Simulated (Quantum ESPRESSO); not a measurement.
```cif
data_AlP
_chemical_formula_sum 'Al1 P1'
_space_group_name_H-M_alt 'P 1'
_space_group_IT_number 1
_cell_length_a 3.94507
_cell_length_b 3.94507
_cell_length_c 3.94507
_cell_angle_alpha 60.000
_cell_angle_beta 60.000
_cell_angle_gamma 60.000
loop_
_space_group_symop_operation_xyz
  'x, y, z'
loop_
_atom_site_label
_atom_site_type_symbol
_atom_site_fract_x
_atom_site_fract_y
_atom_site_fract_z
_atom_site_occupancy
Al1 Al 0.00000 0.00000 0.00000 1
P1 P 0.25000 0.25000 0.25000 1
```

The PBEsol cell relaxed from Materials Project entry mp-1550 was given an isotropic strain of +2 % on all lattice vectors, and the atoms were relaxed again.

Task: What does PBEsol (Quantum ESPRESSO, PseudoDojo norm-conserving, 44 Ry, scalar-relativistic) give for the electronic structure near the Fermi level?

Result: The PBEsol gap is indirect, 1.55 eV, from Γ to X; the smallest direct gap is 2.64 eV.
